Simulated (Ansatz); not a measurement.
Na3BrO:
```yaml
crystal:
  lattice:
    - [4.53526, 0.00000, 0.00000]
    - [0.00000, 4.53526, 0.00000]
    - [0.00000, 0.00000, 4.53526]
  atoms:
    - { symbol: Na, position: [0.00000, 0.50000, 0.50000] }
    - { symbol: Na, position: [0.50000, 0.00000, 0.50000] }
    - { symbol: Na, position: [0.50000, 0.50000, 0.00000] }
    - { symbol: Br, position: [0.00000, 0.00000, 0.00000] }
    - { symbol: O, position: [0.50000, 0.50000, 0.50000] }
```

The program Ansatz at the r²SCAN level (PAW) gives a gap of 2.61 eV without spin–orbit coupling, maximum at Γ, minimum at Γ.

Problem. What happens when spin–orbit coupling is switched on?

Solution. The gap drops by 0.01 eV, to 2.60 eV; maximum at Γ, minimum at Γ.

Problem. How large is the spin–orbit splitting of the valence top at Γ?

Solution. The fourfold level lies 0.05 eV above the split-off pair.

Problem. Give the electron effective mass with spin–orbit coupling.

Solution. 0.33 mₑ (isotropic).

Problem. Give the hole effective mass with spin–orbit coupling, band 1 of 2 at the edge.

Solution. 4.6 along [100], 4.8 along [110], 4.8 along [111] (mₑ).

Problem. Give the hole effective mass with spin–orbit coupling, band 2 of 2 at the edge.

Solution. 0.96 along [100], 0.95 along [110], 0.95 along [111] (mₑ).

Space group Pm-3m (anti-perovskite). The first step of the workflow began from a Materials Project structure, measured or hypothetical; the Crystallography Open Database copy checked does not list it. Its standing as an ambient phase is unchecked. The cell was relaxed with r²SCAN under the symmetry of its start; its stability against distortions is not shown here.

Potentials: the later of the program's two PAW sets.
